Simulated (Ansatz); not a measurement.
# A vibration from a frozen displacement in SnBi$_{3}$

The calculation used DFT r2SCAN, scalar-relativistic, plane waves, PAW in Ansatz 0.2.0. Settings: plane waves to 500 eV, k-mesh 10×10×10 (Γ-centred), Gaussian smearing 0.15 eV. Spin–orbit coupling is left out, which matters for the heavy elements here. No spin polarisation. Energies are free energies at this smearing, counted from the undisturbed cell; pressure is positive in compression.

Reference structure (relaxed at this level; it needn't be the usual structure):

```
CELL_PARAMETERS angstrom
0.00000 3.92630 3.92630
3.92630 0.00000 3.92630
3.92630 3.92630 0.00000
ATOMIC_POSITIONS crystal
Sn 0.00000 0.00000 0.00000
Bi 0.25000 0.25000 0.25000
Bi 0.75000 0.75000 0.75000
Bi 0.50000 0.50000 0.50000
```

Atom 4 (Bi) is moved by x along the Cartesian unit vector (-0.577, -0.577, -0.577); the cell and all other atoms stay fixed. The cell's volume is 121.05 Å³; the moved atoms weigh 208.980 u together and the others 536.671 u.

```csv
x (Å),ΔE (meV/cell),total force on the moved atoms along the move (eV/Å),pressure (GPa)
-0.1000,8.77,0.1782,0.1236
-0.0500,2.17,0.0871,0.0398
0.0000,0.00,0.0000,0.0115
0.0750,4.90,-0.1318,0.0748
```

Problem. What frequency belongs to this motion?

Solution. The force constant is k = −dF/dx = 1.748 eV/Å², from the parabola through x = -0.0500, 0 and 0.0750. In every cell the moved atoms swing against the rest, so the mass is μ = m₁m₂/(m₁ + m₂) = 150.410 u, and ν̃ = 521.5 cm⁻¹ × √(|k|/μ) = 56 cm⁻¹. The pattern needn't be a normal mode: ν̃² is then a weighted mean of the squared nonzero frequencies at the zone centre of this cell, so it lies between the lowest and the highest of them.

Problem. How far does the harmonic law reach?

Solution. At x = -0.100 Å, kx²/2 = 8.74 meV against the computed 8.77 meV (+0.4 %): the well is still close to harmonic there.

In a metal these slopes depend on the k mesh and the smearing.

Cost: 4 runs of about 3.9 core-minutes in all, on Arm Neoverse V2 (shared hosts).